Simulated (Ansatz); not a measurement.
Given:

WC:
```cif
data_CW
_chemical_formula_sum 'W1 C1'
_space_group_name_H-M_alt 'P 1'
_space_group_IT_number 1
_cell_length_a 2.91247
_cell_length_b 2.91247
_cell_length_c 2.83669
_cell_angle_alpha 90.000
_cell_angle_beta 90.000
_cell_angle_gamma 120.000
loop_
_space_group_symop_operation_xyz
  'x, y, z'
loop_
_atom_site_label
_atom_site_type_symbol
_atom_site_fract_x
_atom_site_fract_y
_atom_site_fract_z
_atom_site_occupancy
W1 W 0.00000 0.00000 0.00000 1
C1 C 0.66667 0.33333 0.50000 1
```

This is the r²SCAN-relaxed structure.

Question: All from the program Ansatz at the r²SCAN level (PAW), unless another level is named. Give the electronic character.

Answer: metallic (no gap).

Question: Next, the formation energy from the elements (no fitted shifts)?

Answer: -0.18 eV/atom.

Question: Next, the density of states at the Fermi level?

Answer: 0.13 states/eV per atom (mean over ±0.08 eV).

Question: And the gap with spin–orbit coupling?

Answer: none (metallic).

Space group P-6m2. Symmetry was held in the r²SCAN relaxation. No spin polarisation was allowed. The references are the lowest solids computed at this level, not always the standard phases. Spin–orbit coupling is left out wherever it is not named.

Potentials: the earlier of the program's two PAW sets. The files were generated under PBE; for other functionals the program regenerates the frozen cores, and for LDA and PBEsol the local potential too.
